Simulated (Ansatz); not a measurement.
CaC2 (MoSi2 or CaC2 type, I4/mmm), r²SCAN in the plane-wave PAW code Ansatz. The conduction-band minimum lies at X, with 2 equivalent valleys. Second derivatives d²E/dk² of the lowest band at one valley (eV·Å²), along Cartesian directions:

```tsv
direction	d²E/dk²
[100]	13.67
[010]	13.67
[001]	23.74
[110]	5.474
[101]	18.70
[011]	18.70
```

Find the principal effective masses, the density-of-states mass and the conductivity mass.

Off-diagonal terms follow from H_xy = H[110] − (H_xx + H_yy)/2, and m*/mₑ = 7.620 eV·Å² over each eigenvalue: 0.32, 0.35, 1.4. One valley's DOS mass (m₁m₂m₃)^(1/3) = 0.54, conductivity mass 3/(Σ 1/mᵢ) = 0.45 mₑ.

What effective density of states Nc follows at 300 K for parabolic valleys?

Nc = 2.509e19 × 2 × (0.54)^(3/2) ≈ 2.0e19 cm⁻³.

The first step of the workflow began from a Materials Project structure, measured or hypothetical; the Crystallography Open Database copy checked does not list it. COD files the formula under space group No. 2. Whether it is the stable phase at ambient conditions was not checked. Symmetry was held in the r²SCAN relaxation; its stability against distortions is not shown here.

Potentials: the later of the program's two PAW sets.

Edges and masses are those of Kohn–Sham bands, whose gap is no quasiparticle gap.
